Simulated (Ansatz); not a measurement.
Here is the system:

ZnS:
Space group P6₃/mmc (No. 194); a = b = 3.590 Å, c = 5.880 Å, α = β = 90.00°, γ = 120.00°

```
atom  site  symmetry       x       y       z
----  ----  --------  ------  ------  ------
Zn      2a      -3m.  0.0000  0.0000  0.0000
S       2c      -6m2  0.3333  0.6667  0.2500
```

This is the r²SCAN-relaxed structure.

Question: All from r²SCAN (plane waves, PAW; program Ansatz), unless another level is named. Give the HSE06 gap on the r²SCAN cell.

Answer: 1.48 eV.

Question: What about the electron effective mass?

Answer: 0.21, 0.31, 0.31 mₑ (principal values).

Question: Give the smallest direct gap on the standard path.

Answer: 2.38 eV.

Question: Give the conduction-band minimum.

Answer: at K (2 equivalent valleys).

Question: And the weight of the conduction-edge state by species (Voronoi cells)?

Answer: Zn 77 %, S 23 %.

Question: Give the weight of the valence-edge state by species (Voronoi cells).

Answer: S 84 %, Zn 16 %.

Space group P6_3/mmc (NiAs type). The start of the workflow was typed in or built on a structure type; neither database checked (COD, Materials Project) lists it. It is not the phase usual at ambient conditions (space group No. 186, 216). Symmetry was held in the r²SCAN relaxation; its stability against distortions is not shown here.

Potentials: the earlier of the program's two PAW sets.
